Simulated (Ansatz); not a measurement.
# Structure relaxation, SnTe

The start is a relaxed SnTe cell shaken by Gaussian noise of σ = 0.08 Å a coordinate. Cell shape, volume and atoms are optimised at zero target pressure with PBE (plane waves to 420 eV, PAW, scalar-relativistic; Ansatz, a first-principles code). The first steps use a coarse 4×4×1 k-mesh.

The start:
```
SnTe
1.0
    5.44126     0.00000     0.00000
   -2.72063     4.71227     0.00000
    0.00000     0.00000    18.69296
Sn Te
6 6
Direct
  0.03126   0.05391   0.01347
  0.97972   0.94855   0.51325
  0.66779   0.35266   0.84195
  0.33791   0.65777   0.34017
  0.66424   0.32203   0.18099
  0.34887   0.67959   0.68192
  0.00008   0.98858   0.85938
  0.99733   0.99716   0.35860
  0.64300   0.31120   0.68322
  0.34271   0.68335   0.18386
  0.65573   0.35127   0.02766
  0.29789   0.63982   0.53059
```

### Question
Which atoms feel the largest initial force, and how large is it?

### Answer
0.81 eV/Å, on Te12 (atoms numbered as listed).

### Question
By how much does the energy per atom fall from start to end?

### Answer
0.17 to 0.19 eV/atom (the two k-meshes of the run give this range).

### Question
How does the volume change?

### Answer
-16.8 %, from 39.94 to 33.21 Å³/atom.

### Question
Is the parent structure recovered?

### Answer
It does not go back: it reaches Imm2 (No. 44), 128 meV/atom below the parent.

### Question
How do the shortest distances between atoms change?

### Answer
The closest pairs of elements (up to four, under 3.6 Å), start → end: Sn–Te 2.84 → 3.09 Å.

### Question
Is the relaxed structure metallic? Give its gap.

### Answer
0.13 eV, direct at T (no spin-orbit coupling).

### Question
Write out the relaxed structure.

### Answer

Space group Imm2 (No. 44); a = 4.521 Å, b = 6.414 Å, c = 4.582 Å, α = β = γ = 90.00°

```tsv
atom	site	symmetry	x	y	z
Sn	2b	mm2	0.5000	0.0000	0.0171
Te	2a	mm2	0.0000	0.0000	0.4784
```
(The calculation used a cell of 2 atoms; values per cell refer to that cell.)

Final values are on a 8×8×8 k-mesh of the relaxed cell. No spin polarisation in the result. Without spin-orbit coupling the bands of the heavy element are not split, so the gap can be far off.

The relaxed structure here is a generated cell of SnTe: the first start was made by placing the elements on the sites of a structure type, and the end was not matched to a known phase here, so it may be hypothetical. Known forms of SnTe include space group No. 225.
